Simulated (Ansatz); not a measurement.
ScTaN$_{2}$:
```cif
data_N4Sc2Ta2
_chemical_formula_sum 'Sc2 Ta2 N4'
_space_group_name_H-M_alt 'P 1'
_space_group_IT_number 1
_cell_length_a 3.05789
_cell_length_b 3.05789
_cell_length_c 10.59009
_cell_angle_alpha 90.000
_cell_angle_beta 90.000
_cell_angle_gamma 120.000
loop_
_space_group_symop_operation_xyz
  'x, y, z'
loop_
_atom_site_label
_atom_site_type_symbol
_atom_site_fract_x
_atom_site_fract_y
_atom_site_fract_z
_atom_site_occupancy
Sc1 Sc 0.00000 0.00000 0.50000 1
Sc2 Sc 0.00000 0.00000 0.00000 1
Ta1 Ta 0.66667 0.33333 0.75000 1
Ta2 Ta 0.33333 0.66667 0.25000 1
N1 N 0.66667 0.33333 0.12410 1
N2 N 0.33333 0.66667 0.87590 1
N3 N 0.33333 0.66667 0.62410 1
N4 N 0.66667 0.33333 0.37590 1
```

Relaxed with r²SCAN.

Question: Tabulate the valence density and the electron localisation function along the shortest Ta–N contact (2.21 Å), plane-wave PAW r²SCAN (Ansatz code).

Answer: 

```
distance from Ta (Å)  density (e/Å³)   ELF
--------------------  --------------  ----
0.22                            3.95  0.16
0.33                            4.46  0.42
0.44                            4.44  0.63
0.55                            3.81  0.72
0.66                            2.83  0.70
0.77                            1.85  0.56
0.88                            1.10  0.34
1.00                            0.69  0.20
1.11                            0.57  0.21
1.22                            0.60  0.39
1.33                            0.73  0.65
1.44                            0.99  0.79
1.55                            1.39  0.82
1.66                            1.97  0.80
1.77                            2.68  0.70
1.88                            3.25  0.48
1.99                            3.50  0.21
```

The density is the valence pseudo-density with augmentation charge, so density and ELF within about 1 Å of a nucleus are not all-electron values.

Space group P6_3/mmc. The workflow started from a Materials Project entry (that database holds measured and hypothetical structures alike); the Crystallography Open Database copy checked does not list it. Whether it is the stable phase at ambient conditions was not checked. The r²SCAN relaxation kept the symmetry of its start; whether a distortion lowers the energy is not shown. The run is not spin-polarised. Spin–orbit coupling is left out wherever it is not named.

Potentials: the later of the program's two PAW sets.
